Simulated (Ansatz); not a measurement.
# MnSb (P63/mmc) on spinors, without spin–orbit coupling

```
Mn Sb
1.0
     4.15000    0.00000    0.00000
    -2.07500    3.59401    0.00000
     0.00000    0.00000    5.78000
Mn Sb
2 2
Direct
  0.00000 0.00000 0.00000
  0.00000 0.00000 0.50000
  0.33333 0.66667 0.25000
  0.66667 0.33333 0.75000
```

The geometry is a structure as deposited in COD, held fixed and not relaxed.

Common settings: PBEsol, 9×9×6 k mesh, Fermi–Dirac smearing of 0.1 eV. PAW means Ansatz 0.2.0 on its default frozen-core files; LAPW is all-electron LAPW in Ansatz 0.2.0. Site moments are integrated in spheres about the atoms, whose radii differ between the methods. Start moments of the first PAW run (μB): Mn1 3.4, Mn2 3.4.

The runs use spinors without spin–orbit coupling. In the held states a penalty keeps the direction of every atom that starts with a moment, the untilted ones along z, with sizes free, and the energy is taken at the target. Energies count from the run that starts parallel.

```csv
state,ΔF PAW (meV/atom),ΔF LAPW (meV/atom),"largest moment, PAW (μB)","size of M, PAW (μB/cell)",directions kept
parallel moments on spinors,0.0,0.0,3.40,6.66,yes
Mn2 tilted by 45° from z and held,+5.9,+5.9,3.41,6.17,yes
Mn2 tilted by 90° from z and held,?,–,3.40,4.68,yes
Mn2 tilted by 135° from z and held,?,–,3.38,2.49,yes
start Mn1↑ Mn2↓ on spinors,+51.0,+50.9,3.35,0.00,yes
```

**Question.** Give the missing entry: row "Mn2 tilted by 135° from z and held", column "ΔF PAW (meV/atom)".

**Answer.** +36.8.

**Question.** Fill in "ΔF PAW (meV/atom)" for the row "Mn2 tilted by 90° from z and held".

**Answer.** +18.7.

**Question.** Fit ΔF(θ) = A(1 − cos θ) + B sin²θ to the PAW points, the reversed state at 180° included. How well does a Heisenberg model do?

**Answer.** A = +24.7 and B = -6.2 meV/atom, with a worst miss of 2.3 meV/atom. B isn't small beside A, so the turn needs more than bilinear exchange between fixed moments (biquadratic terms or changing moment sizes).

For the state «start Mn1↑ Mn2↓ on spinors», by PAW: Site moments (μB): Mn1 (0.00, 0.00, 3.35); Mn2 (0.00, 0.00, -3.35); Sb3 (0.00, 0.00, 0.00); Sb4 (0.00, 0.00, 0.00). Cell moment 0.00 μB.

The PAW files were made with PBE; the program remakes their cores once for the run's functional and then keeps them frozen. The Ansatz runs typed with the search for lower states off end where their start leads. Spin–orbit coupling is left out although heavy atoms are present. None of this fixes the real material's magnetic order: only patterns that fit the cell were computed, at zero temperature, with a functional that can overstate moments.
